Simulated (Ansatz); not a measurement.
RuS2:
```yaml
crystal:
  lattice:
    - [5.58036, 0.00000, 0.00000]
    - [0.00000, 5.58036, 0.00000]
    - [0.00000, 0.00000, 5.58036]
  atoms:
    - { symbol: Ru, position: [0.00000, 0.00000, 0.00000] }
    - { symbol: Ru, position: [0.50000, 0.00000, 0.50000] }
    - { symbol: Ru, position: [0.50000, 0.50000, 0.00000] }
    - { symbol: Ru, position: [0.00000, 0.50000, 0.50000] }
    - { symbol: S, position: [0.38630, 0.38630, 0.38630] }
    - { symbol: S, position: [0.11370, 0.61370, 0.88630] }
    - { symbol: S, position: [0.88630, 0.11370, 0.61370] }
    - { symbol: S, position: [0.61370, 0.88630, 0.11370] }
    - { symbol: S, position: [0.61370, 0.61370, 0.61370] }
    - { symbol: S, position: [0.88630, 0.38630, 0.11370] }
    - { symbol: S, position: [0.11370, 0.88630, 0.38630] }
    - { symbol: S, position: [0.38630, 0.11370, 0.88630] }
```

Relaxed with PBEsol. Special points in fractions of this cell's reciprocal vectors: Γ (0.000, 0.000, 0.000); X (0.000, 0.500, 0.000); M (0.500, 0.500, 0.000); R (0.500, 0.500, 0.500); X1 (0.500, 0.000, 0.000).

Q: List the band energies nearest the valence-band maximum at these points for PBEsol in the plane-wave PAW code Ansatz.

A: In eV from the valence-band maximum; about four levels below and three above (degenerate sets whole), none deeper than 8.9 eV; points with the same levels are listed once.

```csv
k,below,above
Γ,-0.59 -0.59 -0.59 -0.27,0.48 2.62 2.62 2.62
X,-0.31 -0.31 -0.03 -0.03,2.04 2.04 2.20 2.20
M,-0.13 -0.13 -0.13 -0.13,2.38 2.38 2.38 2.38
R,-0.76 -0.76 -0.76 -0.76,2.33 2.33 2.33 2.33
```

Space group Pa-3. The PBEsol relaxation kept the symmetry of its start. No spin polarisation was allowed. Scalar-relativistic: spin–orbit coupling is off unless named, which matters more the heavier the elements.

Potentials: the later of the program's two PAW sets.
